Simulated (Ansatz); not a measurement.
## Perturbing CoC₄N₆

Base: a structure deposited in the COD, its atoms then relaxed with PBE in this cell.

```yaml
crystal:
  lattice:
    - [5.97480, 0.00000, 0.00000]
    - [0.00000, 7.04330, 0.00000]
    - [0.00000, 0.00000, 7.40390]
  atoms:
    - { symbol: Co, position: [0.00000, 0.00000, 0.00000] }
    - { symbol: Co, position: [0.50000, 0.50000, 0.50000] }
    - { symbol: C, position: [0.24796, 0.84010, 0.65338] }
    - { symbol: C, position: [0.75204, 0.15990, 0.65338] }
    - { symbol: C, position: [0.25204, 0.34010, 0.84662] }
    - { symbol: C, position: [0.74796, 0.65990, 0.84662] }
    - { symbol: C, position: [0.75204, 0.15990, 0.34662] }
    - { symbol: C, position: [0.24796, 0.84010, 0.34662] }
    - { symbol: C, position: [0.74796, 0.65990, 0.15338] }
    - { symbol: C, position: [0.25204, 0.34010, 0.15338] }
    - { symbol: N, position: [0.19716, 0.89555, 0.79670] }
    - { symbol: N, position: [0.80284, 0.10445, 0.79670] }
    - { symbol: N, position: [0.30284, 0.39555, 0.70330] }
    - { symbol: N, position: [0.69716, 0.60445, 0.70330] }
    - { symbol: N, position: [0.80284, 0.10445, 0.20330] }
    - { symbol: N, position: [0.19716, 0.89555, 0.20330] }
    - { symbol: N, position: [0.69716, 0.60445, 0.29670] }
    - { symbol: N, position: [0.30284, 0.39555, 0.29670] }
    - { symbol: N, position: [0.18537, 0.26649, 0.00000] }
    - { symbol: N, position: [0.81463, 0.73351, 0.00000] }
    - { symbol: N, position: [0.31463, 0.76649, 0.50000] }
    - { symbol: N, position: [0.68537, 0.23351, 0.50000] }
```

Sites (sets of like atoms) are named by element and the number of their first atom in this list.

Level of theory: DFT, PBE, plane waves and PAW, scalar-relativistic, collinear spin, 420 eV cutoff, Γ-centred 5×4×4 k-points, Fermi–Dirac smearing 0.02 eV (Ansatz 0.2.0). Start moments as typed (μB): 3 on each Co, none on the rest.

Gradients in 10²¹ V/m², for some of the sites:

```json
{"site": "Co1", "atoms": "1", "V_zz base": "13.46", "η base": "0.99", "V_zz variant": "13.45", "η variant": "0.96"}
{"site": "Co2", "atoms": "2", "V_zz base": "13.46", "η base": "0.99", "V_zz variant": "13.66", "η variant": "1.00"}
{"site": "C5", "atoms": "5", "V_zz base": "-1.92", "η base": "0.05", "V_zz variant": "-1.95", "η variant": "0.05"}
{"site": "C6", "atoms": "6", "V_zz base": "-1.92", "η base": "0.05", "V_zz variant": "-1.85", "η variant": "0.04"}
{"site": "C9", "atoms": "9", "V_zz base": "-1.92", "η base": "0.05", "V_zz variant": "-1.68", "η variant": "0.17"}
{"site": "C10", "atoms": "10", "V_zz base": "-1.92", "η base": "0.05", "V_zz variant": "-1.88", "η variant": "0.07"}
{"site": "N11", "atoms": "11", "V_zz base": "2.82", "η base": "0.97", "V_zz variant": "2.81", "η variant": "0.97"}
{"site": "N14", "atoms": "14", "V_zz base": "2.82", "η base": "0.97", "V_zz variant": "-2.84", "η variant": "0.91"}
{"site": "N16", "atoms": "16", "V_zz base": "2.82", "η base": "0.97", "V_zz variant": "2.79", "η variant": "0.98"}
{"site": "N17", "atoms": "17", "V_zz base": "2.82", "η base": "0.97", "V_zz variant": "2.16", "η variant": "0.72"}
{"site": "N18", "atoms": "18", "V_zz base": "2.82", "η base": "0.97", "V_zz variant": "2.84", "η variant": "0.99"}
{"site": "N20", "atoms": "20", "V_zz base": "7.56", "η base": "0.71", "V_zz variant": "7.46", "η variant": "0.63"}
{"site": "N21", "atoms": "21", "V_zz base": "7.56", "η base": "0.71", "V_zz variant": "7.55", "η variant": "0.70"}
{"site": "N22", "atoms": "22", "V_zz base": "7.56", "η base": "0.71", "V_zz variant": "7.55", "η variant": "0.70"}
```

Q: Which change was made?
A. atom 17 (N) moved by 0.15 Å along (-0.147, -0.026, 0.010) Å
B. volume scaled by 0.99, ions at fixed fractional positions
C. x compressed by 2 %, ions at fixed fractional positions

A: A. It leaves 22 symmetry-distinct sites where the base has 4, which no other option does. The largest change of V_zz along a kept axis is on N17, from 2.82 to 2.16. In per cent, |V_zz| changes by 0 to +1 on Co, -12 to +1 on C, -23 to 0 on N (all sites that start above 0.5, bar those whose gradient vanishes or changes sign or whose main axis turns by over 40°). Where |V_zz| stays above 0.1 and the axes keep their order, η moves most on N17, from 0.97 to 0.72. On N14 the largest principal value lies along another axis in the second run, so the two V_zz can't be compared directly. The table leaves out 8 of the 22 sites, with |V_zz| up to 7.56; their tensors move by 0.02 at most along any direction. The statements above cover all sites.

With these PAW files V_zz is typically within 2 to 3 % of all-electron values, but misses above 10 % occur on Co. With a gap of 0.2 eV on this mesh, the gradients can still move by some per cent as the k-mesh gets denser. All moments are parallel here, as the start or the cell imposes; many such compounds order antiparallel, where fields and spin densities carried over to other atoms largely cancel. The magnetic order is the one that the run reached from its start moments, not necessarily the measured one.
For the variant: The atoms aren't relaxed after the move (largest force 6.0 eV/Å).
